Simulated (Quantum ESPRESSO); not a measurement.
ZnSiGa2N4, a curve over one atom's position

Simulated, not a measurement. The program is pw.x of Quantum ESPRESSO 7.5 (plane-wave density functional theory). The cell is made up: 8 atoms on a zincblende/diamond lattice, with randomly drawn elements, strain and displacements, not relaxed. PseudoDojo standard norm-conserving files (v0.5 for PBE, v0.4.1 for LDA and PBEsol) set the functional; there is no spin polarisation, spin-orbit coupling or dispersion term, and the masses in the input are unused placeholders.

Seven runs move atom 4 (Ga, counted in the order of the input) along z and keep all else fixed.

Input of the run at +0.0278:

```
&control calculation='scf', pseudo_dir='./dojo.nc.sr.pbe.v0_5.standard.upf', outdir='./o', disk_io='medium', tprnfor=.true., tstress=.true. /
&system ibrav=0, nat=8, ntyp=4, nbnd=41, ecutwfc=84.00895049, nosym=.true., tot_charge=0,
 occupations='smearing', smearing='fd', degauss=0.0018374661
/
&electrons conv_thr=7.350e-09, electron_maxstep=60, /
ATOMIC_SPECIES
Ga 1.0 Ga.upf
N 1.0 N.upf
Si 1.0 Si.upf
Zn 1.0 Zn.upf
CELL_PARAMETERS angstrom
4.4519 -0.0419 -0.0043
-0.0419 4.4923 -0.0202
-0.0043 -0.0202 4.4954
ATOMIC_POSITIONS angstrom
Zn -0.0995 0.0862 0.0628
Si -0.0119 2.2711 2.1667
Ga 2.1877 -0.0654 2.1469
Ga 2.0786 2.1832 0.0688
N 1.1756 1.2204 1.1008
N 0.9765 3.4721 3.2974
N 3.4724 1.0483 3.3114
N 3.4803 3.3727 1.0219
K_POINTS automatic
4 4 4 1 1 1
```

```
shift of atom 4 along z (Å)  free energy less that of the input shown (eV)  Fx on atom 4 (eV/Å)  Fy on atom 4 (eV/Å)  Fz on atom 4 (eV/Å)  pressure (GPa)  iterations
                    -0.1425                                        -0.6129                2.708                2.099               -1.872            2.05          11
                    -0.0913                                        -0.4912                3.116                2.601               -2.888            2.71          11
                    -0.0768                                        -0.4472                3.246                2.756               -3.184            2.92          11
                    -0.0372                                        -0.3050                3.638                3.214               -4.004            3.59          13
                    +0.0278                                         0.0000                4.404                4.081               -5.385            4.93          12
                    +0.0991                                         0.4387                5.437                5.220               -6.921            6.74          11
                    +0.1349                                         0.7001                6.039                5.872               -7.687            7.78          12
```

A cubic fit gives dFz/dz = -21.29 eV/Å² at zero shift. Across the table the free energy follows the integral of the force to within 0.1 meV. A rerun of one of the cells at 1437 eV and a 6 x 6 x 6 mesh moved values by no more than 0.004 eV in energy, 0.02 GPa in stress and 0.002 eV/Å in force.